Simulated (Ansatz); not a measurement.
ZnO:
Space group P6₃mc (No. 186); a = b = 3.2224 Å, c = 10.4706 Å, α = β = 90.00°, γ = 120.00°

```
atom  site  symmetry       x       y       z
----  ----  --------  ------  ------  ------
Zn      2a       3m.  0.0000  0.0000  0.0007
Zn      2b       3m.  0.3333  0.6667  0.2505
O       2a       3m.  0.0000  0.0000  0.3121
O       2b       3m.  0.3333  0.6667  0.0623
```

Relaxed with PBEsol.

Problem. Give the optical modes at the zone centre with their infrared activity from DFPT, the program Ansatz at the PBEsol level (PAW).

Solution. Transverse frequencies, without the LO–TO term; a row sums one degenerate level.

| ω (cm⁻¹) | degeneracy | IR ((D/Å)²/amu) | activity | symmetry |
|---|---|---|---|---|
| 64 | 2 | 0.00 | IR-inactive | E2 |
| 67 | 2 | 0.00 | IR-inactive | E2 |
| 86 | 2 | 0.00 | IR-inactive | E1 |
| 182 | 1 | 0.00 | IR-inactive | B1 |
| 183 | 1 | 0.00 | IR-inactive | B1 |
| 254 | 1 | 0.01 | IR-inactive | A1 |
| 375 | 1 | 33.25 | IR | A1 |
| 384 | 2 | 64.81 | IR | E1 |
| 401 | 2 | 0.00 | IR-inactive | E2 |
| 405 | 2 | 0.00 | IR-inactive | E2 |
| 420 | 2 | 0.13 | IR | E1 |
| 535 | 1 | 0.01 | IR-inactive | A1 |
| 535 | 1 | 0.00 | IR-inactive | B1 |
| 540 | 1 | 0.00 | IR-inactive | B1 |

Problem. How high does the top mode go among those that the LO–TO term moves?

Solution. 531 cm⁻¹ for q along x, 531 cm⁻¹ for q along y, 527 cm⁻¹ for q along z.

Space group P6_3mc. A made-up cell: these elements were put on the sites of a structure type. Its sites differ from those of the usual phase in this space group: another stacking or structure type. The PBEsol relaxation kept the symmetry of its start; whether a distortion lowers the energy is not shown.

Potentials: the later of the program's two PAW sets.
